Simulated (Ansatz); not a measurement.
AlNi (CsCl type, Pm-3m) at seven volumes, DFT-PBE in the program Ansatz with PAW potentials, scaled uniformly. One row is withheld.

```tsv
V (Å³/atom)	P (GPa)
11.019	18.43
11.382	11.27
11.746	5.18
12.109	0.00
12.472	?
12.836	-8.17
13.199	-11.37
```

Fit the shown pressures and predict the withheld one.

P = (3/2)B₀(x^(7/2) − x^(5/2))[1 + (3/4)(B′ − 4)(x − 1)] with x = (V₀/V)^(2/3). Least squares on the six rows gives V₀ = 12.109 Å³/atom, B₀ = 159 GPa, B′ = 4.35. At V = 12.472, x = 0.9805 and P = -4.40 GPa. The run itself gave -4.42 GPa.

Symmetry was held in the PBE relaxation; phonons on a q-mesh show no instability. No spin polarisation was allowed.

Potentials: the later of the program's two PAW sets.
